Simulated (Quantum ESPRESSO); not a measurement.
# Moving one atom in SiGa2MgO6

Calculated results; nothing here was measured. They come from pw.x of Quantum ESPRESSO 7.5, a plane-wave density functional program, with PseudoDojo standard norm-conserving files (v0.5 for PBE, v0.4.1 for LDA and PBEsol). The cells are made up: elements, strain and atom displacements were drawn at random, and nothing was relaxed. There is no spin polarisation, spin-orbit coupling or dispersion term.

The cell has 10 sites of a corundum lattice. Sites 1 to 4 hold Si Ga Mg Ga; sites 5 to 10 hold O O O O O O. Cell vectors in Å: (2.540, 1.491, 4.575); (-2.431, 1.469, 4.521); (0.036, -2.876, 4.521). Settings: PBE, cutoff 1143 eV, 5 x 5 x 5 k mesh shifted by half a step, Fermi-Dirac smearing of 0.025 eV.

Each run shifts the Ga atom on site 2 along y and leaves all else fixed. Site 10 is one of its nearest neighbours. E is the free energy of the cell above the lowest run shown. The last column is band 39 less band 38 at Gamma, from a band step after each run.

```
run,shift (Å),Fy on site 2 (eV/Å),Fy on site 10 (eV/Å),P (GPa),E (meV),level step at Gamma (eV)
1,-0.1553,7.024,-4.136,7.02,911.5,2.135
2,-0.0927,5.159,-2.935,5.28,531.3,2.151
3,-0.0500,4.006,-2.245,4.35,335.9,2.158
5,-0.0045,2.871,-1.614,3.57,179.8,2.163
6,0.0522,1.572,-0.966,2.90,54.4,2.164
7,0.1477,-0.396,-0.171,2.47,0.0,2.154
4,-0.0324,?,?,?,?,?
```

A rerun of one of these cells at 1437 eV and k mesh 7 x 7 x 7 moved values by no more than 0.004 eV in the cell's energy, 0.04 GPa in stress and 0.005 eV/Å in force.

## Worked fit

A parabola through the six runs shown gives Fy on site 2 = 2.758 - 24.25 u + 20.1 u² eV/Å, with u in Å and a scatter of 0.024 eV/Å. Minus the slope, 24.25 ± 0.45 eV/Å², is this atom's force constant along y at u = 0, with its periodic images moving too. The fitted force vanishes at u = 0.127 Å, where the energy should be lowest along this line. The error is the larger of the fit's own and the change that a cubic makes, rounded up.

## Withheld run

Question: what Fy on site 2 should run 4 give?

The fit gives 3.565 eV/Å. The calculation gave 3.556 eV/Å.

| run | shift (Å) | Fy on site 2 (eV/Å) | Fy on site 10 (eV/Å) | P (GPa) | E (meV) | level step at Gamma (eV) |
| --- | --- | --- | --- | --- | --- | --- |
| 4 | -0.0324 | 3.556 | -1.988 | 4.03 | 269.4 | 2.160 |